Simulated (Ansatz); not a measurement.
LaOF:
```xyz
6
Lattice="1.9884 1.1480 6.6094 -1.9884 1.1480 6.6094 0.0000 -2.2960 6.6094" Properties=species:S:1:pos:R:3 pbc="T T T"
La     0.0000     0.0000    14.7194
La     0.0000     0.0000     5.1089
O      0.0000     0.0000    12.3484
O      0.0000     0.0000     7.4799
F      0.0000     0.0000    17.2650
F      0.0000     0.0000     2.5633
```

Relaxed with LDA.

Question: Give the optical modes at the zone centre with their infrared and Raman activity from DFPT, plane-wave PAW LDA (Ansatz code).

Answer: Transverse frequencies, without the LO–TO term; a row sums one degenerate level.

| ω (cm⁻¹) | degeneracy | IR ((D/Å)²/amu) | Raman (Å⁴/amu) | activity | symmetry |
|---|---|---|---|---|---|
| 105 | 2 | 0.00 | 3.1 | Raman | Eg |
| 197 | 1 | 0.00 | 9.5 | Raman | A1g |
| 225 | 2 | 30.15 | 0 | IR | Eu |
| 231 | 1 | 18.75 | 0 | IR | A2u |
| 266 | 2 | 0.00 | 4.0 | Raman | Eg |
| 301 | 1 | 0.00 | 2.1 | Raman | A1g |
| 347 | 2 | 32.07 | 0 | IR | Eu |
| 387 | 2 | 0.00 | 110 | Raman | Eg |
| 403 | 1 | 0.00 | 29 | Raman | A1g |
| 462 | 1 | 5.31 | 0 | IR | A2u |

Question: How high does the top mode go among those that the LO–TO term moves?

Answer: 534 cm⁻¹ for q along x, 534 cm⁻¹ for q along y, 538 cm⁻¹ for q along z.

Space group R-3m. The first step of the workflow began from a Materials Project structure, measured or hypothetical; the Crystallography Open Database files this formula in space group No. 166, but the cells were not matched. Its standing as an ambient phase is unchecked. Symmetry was held in the LDA relaxation; whether a distortion lowers the energy is not shown. Spin–orbit coupling is left out wherever it is not named.

Potentials: the later of the program's two PAW sets.
